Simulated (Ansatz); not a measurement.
YCo₃B₂:
```xyz
6
Lattice="4.9543 0.0000 0.0000 -2.4771 4.2905 0.0000 0.0000 0.0000 2.9705" Properties=species:S:1:pos:R:3 pbc="T T T"
Y      0.0000     0.0000     0.0000
Co     2.4771     0.0000     1.4852
Co     1.2386     2.1453     1.4852
Co    -1.2386     2.1453     1.4852
B      0.0000     2.8604     0.0000
B      2.4771     1.4302     0.0000
```

Relaxed with PBEsol. Special points in fractions of this cell's reciprocal vectors: Γ (0.000, 0.000, 0.000); M (0.500, 0.000, 0.000); K (0.333, 0.333, 0.000); A (0.000, 0.000, 0.500); L (0.500, 0.000, 0.500); H (0.333, 0.333, 0.500).

List the band energies nearest the Fermi level at these points for PBEsol (plane waves, PAW; program Ansatz).

In eV from the Fermi level; about four levels below and three above (degenerate sets whole), none deeper than 8.9 eV; points with the same levels are listed once.

| k | below | above |
|---|---|---|
| Γ | -0.62 -0.62 -0.49 -0.49 -0.34 | 0.56 1.35 1.48 |
| M | -1.13 -1.13 -0.58 -0.46 | 0.80 1.39 1.59 |
| K | -0.97 -0.88 -0.88 -0.42 | 0.82 1.50 1.50 |
| A | -0.52 -0.52 -0.21 -0.21 | 0.57 4.36 5.97 5.97 |
| L | -0.60 -0.57 -0.27 -0.19 | 0.04 1.47 2.76 |
| H | -0.90 -0.48 -0.48 -0.34 | 0.17 1.71 3.45 3.45 |

Space group P6/mmm. The first step of the workflow began from a Materials Project structure, measured or hypothetical; the Crystallography Open Database files this formula in space group No. 191, but the cells were not matched. Whether it is the stable phase at ambient conditions was not checked. The PBEsol relaxation kept the symmetry of its start; of distortions, only those at the zone centre were tested. The workflow began spin-polarised and lost its moments. Scalar-relativistic: spin–orbit coupling is off unless named, which matters more the heavier the elements.

Potentials: the later of the program's two PAW sets.
